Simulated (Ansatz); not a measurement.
**Na: a film clamped to a substrate**

All numbers below come from DFT PBEsol, scalar-relativistic, plane waves, PAW in Ansatz 0.2.0. Settings: plane waves to 420 eV, k-mesh 16×16×16 (Γ-centred), Gaussian smearing 0.15 eV. No spin polarisation. Energies are free energies at this smearing, counted from the undisturbed cell; pressure is positive in compression.

Reference structure (as given, not relaxed at this level; it stands at -0.3 GPa):

```
Na
1.0
    -2.11750    2.11750    2.11750
     2.11750   -2.11750    2.11750
     2.11750    2.11750   -2.11750
Na
1
Direct
  0.00000 0.00000 0.00000
```

The cell (1 atom, V0 = 37.98 Å³) is strained by p along both x and y and by q along z, fractional coordinates fixed. τp = (1/V0) ∂E/∂p = (σxx + σyy)(1 + p)(1 + q) and τq = (1/V0) ∂E/∂q = σzz(1 + p)², with tension positive.

| p | q | ΔE (meV/atom) | τp (GPa) | τq (GPa) |
| --- | --- | --- | --- | --- |
| 0.000 | 0.000 | 0.00 | 0.66 | 0.33 |
| -0.025 | 0.000 | -1.73 | -0.10 | -0.02 |
| 0.025 | 0.000 | 5.91 | 1.32 | 0.63 |
| 0.000 | -0.025 | -1.35 | 0.33 | 0.12 |
| 0.000 | 0.025 | 2.49 | 0.98 | 0.50 |

Q: Get the second derivatives of the energy density.

A: Central differences give A = ∂τp/∂p = 28.3 GPa (C11 + C22 + 2 C12), C = ∂τq/∂q = 7.7 GPa (C33) and the cross term B = ∂τq/∂p = 13.0 GPa (C13 + C23); ∂τp/∂q = 13.0 GPa must equal B, and any difference shows higher-order terms. The ions are clamped. In a cubic crystal C11 = C = 7.7, C12 = B/2 = 6.5 GPa and A should be 2(C11 + C12) = 28.3 GPa; the bulk modulus is (C11 + 2 C12)/3 = 6.9 GPa.

Q: A film of this crystal grows with z along the normal on a substrate that imposes p. How does its thickness respond, and what does the misfit cost?

A: Count p and q from the stress-free cell. A free surface needs τq = 0, so q = −(B/C) p = -1.70 p. The energy density left is (A − B²/C) p²/2 = M p², with the biaxial modulus M = 3.1 GPa (a small difference of large numbers, so errors of a few per cent in A, B and C become tens of per cent in M); a misfit of 1 % costs 0.07 meV/atom, against 0.34 meV/atom if the thickness were held.

In a metal these slopes depend on the k mesh and the smearing.